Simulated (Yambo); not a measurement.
Yambo run on NaTaO3 (space group P4/mbm, No. 127). The wavefunctions come from this Quantum ESPRESSO step (PBEsol, PseudoDojo standard norm-conserving files, scalar-relativistic):

```
&CONTROL
  calculation = 'nscf'
  pseudo_dir = './pseudo'
  outdir = './out'
/
&SYSTEM
  ibrav = 0
  nat = 10
  ntyp = 3
  ecutwfc = 88.0
  ecutrho = 352.0
  occupations = 'fixed'
  force_symmorphic = .true.
  nbnd = 191
/
&ELECTRONS
  conv_thr = 1e-08
  diago_full_acc = .true.
  diago_thr_init = 1e-08
/
ATOMIC_SPECIES
O 15.9990 O.upf
Na 22.9898 Na.upf
Ta 180.9479 Ta.upf
CELL_PARAMETERS angstrom
  5.477130000000   0.000000000000   0.000000000000
  0.000000000000   5.477130000000   0.000000000000
  0.000000000000   0.000000000000   3.959140000000
ATOMIC_POSITIONS crystal
O   0.696620000000   0.196620000000   0.000000000000
O   0.303380000000   0.803380000000   0.000000000000
O   0.803380000000   0.696620000000   0.000000000000
O   0.196620000000   0.303380000000   0.000000000000
O   0.000000000000   0.000000000000   0.500000000000
O   0.500000000000   0.500000000000   0.500000000000
Na   0.000000000000   0.500000000000   0.500000000000
Na   0.500000000000   0.000000000000   0.500000000000
Ta   0.000000000000   0.000000000000   0.000000000000
Ta   0.500000000000   0.500000000000   0.000000000000
K_POINTS automatic
2 2 4 0 0 0
```

Yambo input:

```
rim_cut
gw0
dyson
el_el_corr
HF_and_locXC
ppa
em1d
RandQpts= 1000000
RandGvec= 1 Ry
EXXRLvcs= 88 Ry
VXCRLvcs= 352 Ry
Chimod= "HARTREE"
% BndsRnXp
 5 | 189 |
%
NGsBlkXp= 7 Ry
% LongDrXp
 1.0 | 1.0 | 1.0 |
%
PPAPntXp= 27.2114 eV
% GbndRnge
 1 | 189 |
%
GTermKind= "BG"
DysSolver= "n"
ExtendOut
% QPkrange
 1 | 1 | 40 | 41 |
 3 | 3 | 40 | 41 |
 4 | 4 | 40 | 41 |
 6 | 6 | 40 | 41 |
 7 | 7 | 40 | 41 |
 9 | 9 | 40 | 41 |
%
```

k points by index: 1 = Γ, 3 = Z, 4 = X, 6 = R, 7 = M, 9 = A.

Resulting energies as the program prints them:

```
#    K-point    Band    Eo [eV]    E [eV]    E-Eo [eV]    Vxc [eV]    Vnlxc [eV]    Sc|Eo [eV]    Sc|E [eV]    dSc/dw|Eo [eV]    Re(Z)    Im(Z)
#
    1    40    -0.583554    -1.111499    -0.527945    -20.12668    -25.33638    4.534169    4.681759    -7.605219    0.781561    -0.001316
    1    41    2.327934    3.483213    1.155279    -14.91857    -9.301884    -4.219826    -4.461409    -5.689730    0.827064    -0.001108
    3    40    0.000000    -0.451027    -0.451027    -20.00411    -25.12402    4.538521    4.668877    -7.862265    0.775833    -0.001405
    3    41    2.738097    3.976601    1.238504    -15.31471    -9.316880    -4.494768    -4.759331    -5.812211    0.823997    -0.001152
    4    40    -0.579106    -1.125989    -0.546883    -19.43502    -24.73670    4.598060    4.754791    -7.796615    0.777288    -0.001371
    4    41    3.797521    5.025781    1.228260    -16.53681    -10.96486    -4.057228    -4.343690    -6.345925    0.810892    -0.001038
    6    40    -0.447351    -0.957771    -0.510421    -19.43112    -24.62491    4.535889    4.683370    -7.860233    0.775878    -0.001470
    6    41    4.787690    6.072189    1.284499    -16.86677    -10.75455    -4.491778    -4.827717    -7.114000    0.792730    -0.003740
    7    40    -0.801918    -1.340613    -0.538696    -20.02122    -25.17633    4.466254    4.616414    -7.582118    0.782077    -0.002092
    7    41    2.473233    3.659067    1.185834    -15.11010    -9.380733    -4.293544    -4.543529    -5.735886    0.825906    -0.001118
    9    40    -0.073277    -0.539472    -0.466194    -19.87326    -25.00949    4.535378    4.670031    -7.857248    0.775944    -0.001419
    9    41    4.932393    6.289970    1.357577    -17.62520    -11.61064    -4.317975    -4.656979    -6.795758    0.800138    0.004760
```
(The two width columns are left out.) Convergence of these settings isn't established.

Spin-orbit coupling is not included.

Geometry of the Materials Project entry, not relaxed at this level.

This is not the ordinary phase of the substance.
